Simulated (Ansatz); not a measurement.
**Ti2O: opening a crack plane**

Ti2O, P-3m1, a = 2.953 Å, c = 4.724 Å. The structure is a COD entry; whether it is the stable form wasn't checked. Ansatz: PBEsol, PAW, 420 eV, Γ-centred 18×18×4 mesh on 9 atoms, Gaussian smearing 0.15 eV; no spin polarisation. One cut on (001) per cell of 9 atoms is opened rigidly by x, between planes of Ti and Ti that stand 2.24 Å apart; y is the energy per area (7.552 Å², 1 eV/Å² = 16.02 J/m²).

```
x (Å) y (J/m²)
 0.00     0.000
 0.25         ?
 0.50     1.179
 1.00     2.989
 1.50     4.402
 2.00     5.309
 3.00     6.048
 6.00     6.227
```

Q: Fit the universal binding curve y = W[1 − (1 + x/l) e^(−x/l)] to the other rows, give the peak stress, and predict the missing value.

A: Least squares gives W = 6.29 J/m² and l = 0.617 Å. The stress dy/dx peaks at x = l with W/(e l) = 37.5 GPa, for rigid faces. At x = 0.25: x/l = 0.405, y = 0.396 J/m². The run gave 0.373 J/m², so the fit is 0.023 J/m² too high, within the rms miss on the fitted rows (0.047 J/m²).

Spin polarisation was left out, and a magnetic state may lie lower.

Cost: 9 runs of about 9.2 core-minutes in all, on Arm Neoverse V1 (shared hosts).